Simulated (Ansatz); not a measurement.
Here is the system:

SrWO4:
```xyz
12
Lattice="-2.6694 2.6694 5.7872 2.6694 -2.6694 5.7872 2.6694 2.6694 -5.7872" Properties=species:S:1:pos:R:3 pbc="T T T"
Sr     0.0000     2.6694     2.8936
Sr     0.0000     0.0000     0.0000
W      2.6694     0.0000     2.8936
W      0.0000     0.0000     5.7872
O      1.2501    -0.8002     6.7727
O      3.4696     1.2501     3.8791
O      1.4193     3.4696     0.9855
O      1.8692    -1.2501     3.8791
O      1.4193     0.8002     1.9080
O      1.8692     1.4193    -0.9855
O      3.9195    -0.8002     1.9080
O      0.8002     1.2501     4.8016
```

This is the LDA-relaxed structure. Tensor components refer to the Cartesian frame of this cell.

### Question
All from plane-wave PAW LDA (Ansatz code), unless another level is named. Estimate the hole effective mass, band 2 of 2 at the edge.

### Answer
1.5 along x, 11 along z (mₑ).

### Question
And the formation energy from the elements (no fitted shifts)?

### Answer
-2.77 eV/atom.

### Question
Give the weight of the valence-edge state by species (Voronoi cells).

### Answer
O 97 %.

### Question
What about the valence-band maximum?

### Answer
at Γ.

Space group I4_1/a. The first step of the workflow began from a Materials Project structure, measured or hypothetical; the Crystallography Open Database copy checked does not list it. Its standing as an ambient phase is unchecked. Symmetry was held in the LDA relaxation; of distortions, only those at the zone centre were tested. No spin polarisation was allowed. No Hubbard U is applied. The references are the lowest solids computed at this level, not always the standard phases (solids in place of the gases). Spin–orbit coupling is left out wherever it is not named.

Potentials: the later of the program's two PAW sets.

Edges and masses are those of Kohn–Sham bands, whose gap is no quasiparticle gap.
